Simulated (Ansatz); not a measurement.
The cell is HfSn3O8 on the sites of tetragonal HfO2 (relaxed group Pmm2); cell and atoms were relaxed with r2SCAN. Hf has 8 O at 2.00–2.45 Å; Sn has 8 O at 2.02–2.54 Å; O has 3 Sn at 2.01–2.45 Å and 1 Hf at 2.06 Å; O has 2 Sn at 2.04 Å and 2 Hf at 2.45 Å; O has 2 Hf at 2.00 Å and 2 Sn at 2.49 Å; O has 3 Sn at 2.02–2.58 Å and 1 Hf at 2.43 Å; Sn has 8 O at 2.01–2.58 Å; O has 4 Sn at 2.03–2.44 Å (further sites aren't listed).

Space group Pmm2 (No. 25). a = 3.517 Å, b = 7.206 Å, c = 5.382 Å, α = 90.00°, β = 90.00°, γ = 90.00°

| atom | site | symmetry | x | y | z |
| --- | --- | --- | --- | --- | --- |
| Hf | 1c | mm2 | 0.5000 | 0.0000 | 0.5039 |
| Sn | 2g | m.. | 0.0000 | 0.7519 | 0.0046 |
| O | 2h | m.. | 0.5000 | 0.7488 | 0.3203 |
| O | 1a | mm2 | 0.0000 | 0.0000 | 0.1876 |
| O | 1a | mm2 | 0.0000 | 0.0000 | 0.6823 |
| O | 2h | m.. | 0.5000 | 0.7587 | 0.8198 |
| Sn | 1d | mm2 | 0.5000 | 0.5000 | 0.4887 |
| O | 1b | mm2 | 0.0000 | 0.5000 | 0.1733 |
| O | 1b | mm2 | 0.0000 | 0.5000 | 0.6748 |

The questions ask for values computed with the PAW code Ansatz on this geometry. Values at 0 K without nuclear motion; no magnetic order is allowed, and the phase may be a hypothetical one.

Task: Is there a gap with PBE, and of what kind?

Result: With PBE the valence top lies at Z and the conduction bottom at Γ, 1.80 eV higher; the smallest vertical gap, at Γ, is 1.85 eV.

Task: How does the gap change from PBE to PBE+SOC (8×4×6)?

Result: With PBE+SOC the valence top lies at Γ–Z (0.98 of the way from Γ) and the conduction bottom at Γ, 1.81 eV higher; the smallest vertical gap, at Γ, is 1.86 eV. The gap differs by +0.01 eV from PBE's.

Task: What does r2SCAN give for the gap (8×4×6 mesh)?

Result: r2SCAN gives an indirect gap of 2.37 eV, from X to Γ; the least direct gap is 2.44 eV at Γ. The gap differs by +0.57 eV from PBE's.

Task: How does the gap change from PBE to HSE06 (4×2×4)?

Result: The HSE06 gap is indirect, 3.25 eV (X to Γ), below the direct gap of 3.41 eV at Γ. The gap differs by +1.45 eV from PBE's.

Task: What does PBE0 give for the gap (4×2×4 mesh)?

Result: PBE0 gives an indirect gap of 3.97 eV, from X to Γ; the least direct gap is 4.13 eV at Γ. The gap differs by +2.17 eV from PBE's.

Task: How strongly does the crystal screen a field with clamped ions (r2SCAN)?

Result: The clamped-ion dielectric constant comes out as 4.83, 4.72 and 4.51 along x, y and z. Born charges, averaged over directions: Hf +5.13, Sn +4.43 to +4.46, O -2.61 to -2.21 e. The program notes that the ground state's band table doesn't vouch for all the bands that the response reads.

Task: Relaxed again with PBEsol, is the cell stable at the zone centre, and where do its optical modes lie?

Result: One optical level at Γ is imaginary (45i cm⁻¹, printed negative). By the program's warning the force constants, and with them frequencies and ε⁰, aren't converged on this mesh, so whether the cell is unstable needs a finer one.

Task: What do these levels agree on?

Result: r2SCAN covers 39 % of the step from PBE to HSE06. For gaps to 0.1 eV, spin-orbit coupling (up to 0.01 eV here) can be left out. All these functionals give a gap of the same kind, indirect.

Only the levels marked +SOC include spin-orbit coupling.

The meshes of the hybrids are coarse, so their gaps aren't converged to the digits shown.
